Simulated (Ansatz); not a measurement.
# HfO2, first-principles data

HfO$_{2}$:
```yaml
crystal:
  lattice:
    - [3.57679, 0.00000, 0.00000]
    - [0.00000, 3.57679, 0.00000]
    - [0.00000, 0.00000, 5.20265]
  atoms:
    - { symbol: Hf, position: [0.00000, 0.00000, 0.00000] }
    - { symbol: Hf, position: [0.50000, 0.50000, 0.50000] }
    - { symbol: O, position: [0.00000, 0.50000, 0.19615] }
    - { symbol: O, position: [0.00000, 0.50000, 0.69615] }
    - { symbol: O, position: [0.50000, 0.00000, 0.30385] }
    - { symbol: O, position: [0.50000, 0.00000, 0.80385] }
```

Space group P4_2/nmc (No. 137); conventional cell a = b = 3.5768 Å, c = 5.2027 Å, α = β = γ = 90.00°.

Method: r²SCAN in the plane-wave PAW code Ansatz. Geometry: relaxed at this level of theory. Other levels are named where they apply.

Cell and energy:

```yaml
volume_per_atom: 11.09 Å³
density: 10.50 g/cm³
Formation energy from the elements (no fitted shifts): -3.73 eV/atom
```

Electronic structure:

```yaml
band_gap: 5.27 eV (indirect)
valence_band_maximum: at Z
conduction_band_minimum: at Γ
smallest_direct_gap_on_the_standard_path: 5.34 eV
electron_effective_mass: 0.89, 0.89, 1.0 mₑ (principal values)
Electron effective mass with spin–orbit coupling: 0.92, 0.92, 1.0 mₑ (principal values)
HSE06 gap on the r²SCAN cell: 6.37 eV
Gap with spin–orbit coupling: 5.27 eV
```

Mechanics:

```yaml
Bulk modulus (Birch–Murnaghan fit): 191 GPa
Pressure derivative B′: 5.9
Elastic constants (relaxed ions, GPa): C11 = 395, C12 = 247, C13 = 70.2, C33 = 314, C44 = 17.9, C66 = 184
mechanical_stability: stable (all eigenvalues of C positive)
hill_bulk_and_shear_moduli: 201 and 64.2 GPa
Young's modulus: 174 GPa
Poisson's ratio: 0.36
debye_temperature_from_the_elastic_constants: 371 K
```

Dielectric response:

```yaml
Electronic dielectric constant ε∞ (DFPT): 4.89 (xx = yy), 4.42 (zz)
Static dielectric constant ε0 (ions relaxed, cell fixed): 174 (xx = yy), 16.7 (zz)
Born charges (a third of the trace): Hf +5.27, O -2.63 e
```

Phonons:

```yaml
Highest zone-centre frequency (without LO–TO term): 676 cm⁻¹
zone_centre_stability: no imaginary mode at Γ
```

Charges:

```yaml
bader_charges: Hf +2.74, O -1.37 e
```

This is a known high-temperature phase of the composition, computed here at zero pressure and temperature. The cell was relaxed with r²SCAN under the symmetry of its start. The run is not spin-polarised. The references are the lowest solids computed at this level, not always the standard phases (solids in place of the gases). Scalar-relativistic: spin–orbit coupling is off unless named, which matters more the heavier the elements.

Potentials: the later of the program's two PAW sets.
